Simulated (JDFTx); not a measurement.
System: Ta(100) (Im-3m bulk; lattice of mp-50, not re-optimised at this level), 1x1 cell of 6 atoms in 6 planes, area 10.96 Å² a face, 8.0 Å between the outermost planes in a cell 24.3 Å high; k mesh 6×6×1, Fermi width 0.01 Ha, no spin polarisation.

Level of theory: PBE, GBRV ultrasoft potentials, plane waves to 20/100 Ha; code: JDFTx (a modified build). Liquid: CANDLE, water, 1 M KF. The neutral cell holds 78 valence electrons and has two faces of 10.955 Å² each. Last filling lines of the neutral and of a charged run (μ in hartree, zero in the bulk liquid):

```
FillingsUpdate:  mu: -0.121914690  nElectrons: 78.000000
FillingsUpdate:  mu: -0.141117000  nElectrons: 77.708288
```

Worked example: both potentials, by the convention U = −μ/e − 4.44 V vs SHE, the surface charge density and the mean capacitance.

U_pzc = 0.12191 × 27.2114 − 4.44 = -1.12 V; U = 0.14112 × 27.2114 − 4.44 = -0.60 V. The cell has -0.2917 excess electrons, a net charge of 0.2917 e, shared by two faces: σ = 0.2917 e / (2 × 10.955 Å²) = 0.01331 e/Å² = 21.3 μC/cm² (1 e/Å² = 1602.18 μC/cm²). C = σ/(U − U_pzc) = 21.3/0.52 ≈ 41 μF/cm².
